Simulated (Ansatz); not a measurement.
Relaxed SrVO3 (cubic perovskite):

```yaml
crystal:
  lattice:
    - [3.85762, 0.00000, 0.00000]
    - [0.00000, 3.85762, 0.00000]
    - [0.00000, 0.00000, 3.85762]
  atoms:
    - { symbol: Sr, position: [0.00000, 0.00000, 0.00000] }
    - { symbol: V, position: [0.50000, 0.50000, 0.50000] }
    - { symbol: O, position: [0.00000, 0.50000, 0.50000] }
    - { symbol: O, position: [0.50000, 0.50000, 0.00000] }
    - { symbol: O, position: [0.50000, 0.00000, 0.50000] }
```

In each cell atom 3 (O, nearest neighbour V at 1.929 Å; its periodic images, 3.9 Å or more away, move with it) moves by s·(1.000, 0.000, 0.000) (along Cartesian x), the rest being held.

All values below come from PBE (plane waves to 420 eV, PAW, scalar-relativistic; Ansatz, an electronic-structure program). k mesh 10×10×10 (Γ-centred), Fermi-Dirac smearing 0.05 eV. Energies are smeared free energies. With partly filled bands, energies and forces of such displacements shift with the k mesh and the smearing. SrVO3 is run without spin polarisation and with no Hubbard U. SrVO3 was relaxed with its symmetry unable to fall. ΔE is measured from the undisplaced structure. The last digit holds for this mesh only.

```json
[
 {"s (Å)": "-0.190", "ΔE (meV/cell)": "251.7"},
 {"s (Å)": "-0.152", "ΔE (meV/cell)": "154.4"},
 {"s (Å)": "-0.114", "ΔE (meV/cell)": "83.9"},
 {"s (Å)": "-0.076", "ΔE (meV/cell)": "withheld"},
 {"s (Å)": "-0.038", "ΔE (meV/cell)": "9.0"},
 {"s (Å)": "0.000", "ΔE (meV/cell)": "0.0"},
 {"s (Å)": "0.038", "ΔE (meV/cell)": "9.0"},
 {"s (Å)": "0.076", "ΔE (meV/cell)": "withheld"},
 {"s (Å)": "0.114", "ΔE (meV/cell)": "83.9"},
 {"s (Å)": "0.152", "ΔE (meV/cell)": "154.4"},
 {"s (Å)": "0.190", "ΔE (meV/cell)": "251.7"}
]
```

### Question
Fit an even polynomial form (powers 2, 4) to the given rows and predict ΔE at s = 0.076.

### Answer
Least squares on the 9 given rows: ΔE = (6167)·s² + (22300)·s⁴, in meV/cell with s in Å; root-mean-square residual 0.02 meV/cell. At 0.076 the fit gives 36.4 meV/cell; the calculation gives 36.4 meV/cell, the same to the digits shown. The quadratic term alone would give 35.6 meV/cell.

(A displaced cell: forces are minus the slopes of the energy, force constants its curvatures, and phonons follow from these.)
